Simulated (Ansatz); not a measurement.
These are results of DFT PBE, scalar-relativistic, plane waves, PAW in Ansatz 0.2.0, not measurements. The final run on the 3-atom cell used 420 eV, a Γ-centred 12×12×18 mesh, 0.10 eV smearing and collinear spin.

The zero of energy is the elements' standard structures at the same level; no fitted shifts are applied.

Question: Suggest a trial structure for a hexagonal metal made of Al and Co, with a formation energy near −0.15 eV/atom, about 12 Å³ per atom and a net moment near 0.8 μB per atom, in a cell of 3 atoms. Its symmetry should be P6/mmm (No. 191).

Answer: AlCo2, space group P6/mmm (No. 191). Al has 2 Al at 2.57 Å and 12 Co at 2.65 Å; around Co lie 3 Co at 2.32 Å, 2 Co at 2.57 Å and 6 Al at 2.65 Å.

```
Al Co
1.0
     4.00976    0.00000    0.00000
    -2.00488    3.47255    0.00000
     0.00000    0.00000    2.57113
Al Co
1 2
Direct
  0.00000 0.00000 0.00000
  0.33333 0.66667 0.50000
  0.66667 0.33333 0.50000
```

* Volume per atom: 11.93 Å³
* Density: 6.72 g/cm³
* Energy over the elements: −0.15 eV/atom
* Gap on the 12×12×18 mesh of the 3-atom cell: 0 eV (a metal)
* Net moment per atom: 0.79 μB
* Moment by site: Co 1.2 (×2) μB

The structure comes from a generated guess, relaxed at this level; another structure or a mixture of phases may lie lower. Other answers may fit too; this one was computed.

The magnetic state reached may not be the lowest. A structure relaxed within its symmetry needn't be a true minimum. Site moments count only spheres around the atoms; the net moment includes the space between them.
